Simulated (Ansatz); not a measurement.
Relaxed-ion elastic tensor of SiO2 in space group P4_2/nmc (No. 137; Si on 2a, O on 4d) in GPa (Voigt order), plane-wave PAW PBEsol (Ansatz code); density 2.91 g/cm³, 11.42 Å³ per atom.

|  | 1 | 2 | 3 | 4 | 5 | 6 |
|---|---|---|---|---|---|---|
| 1 | 378 | -31.2 | 13.5 | 0.0 | 0.0 | 0.0 |
| 2 | -31.2 | 378 | 13.5 | 0.0 | 0.0 | 0.0 |
| 3 | 13.5 | 13.5 | 10.9 | 0.0 | 0.0 | 0.0 |
| 4 | 0.0 | 0.0 | 0.0 | 8.8 | 0.0 | 0.0 |
| 5 | 0.0 | 0.0 | 0.0 | 0.0 | 8.8 | 0.0 |
| 6 | 0.0 | 0.0 | 0.0 | 0.0 | 0.0 | 44.3 |

**Question.** Is the crystal mechanically stable?

**Answer.** Yes: the smallest eigenvalue of C is 8.8 GPa.

**Question.** Work out the Voigt and Reuss bounds. Is their mean of use?

**Answer.** K_V = 84.3, K_R = 10.9; G_V = 63.8, G_R = 12.4 GPa. The bounds lie so far apart that a Hill average or a Debye temperature from it would say little.

The cell is a constructed one: a structure type filled with these elements; neither database checked (COD, Materials Project) lists it. It is not the phase usual at ambient conditions (space group No. 92, 152, 154). Symmetry was held in the PBEsol relaxation; whether a distortion lowers the energy is not shown.

Potentials: the earlier of the program's two PAW sets. The files were generated under PBE; for other functionals the program regenerates the frozen cores, and for LDA and PBEsol the local potential too.
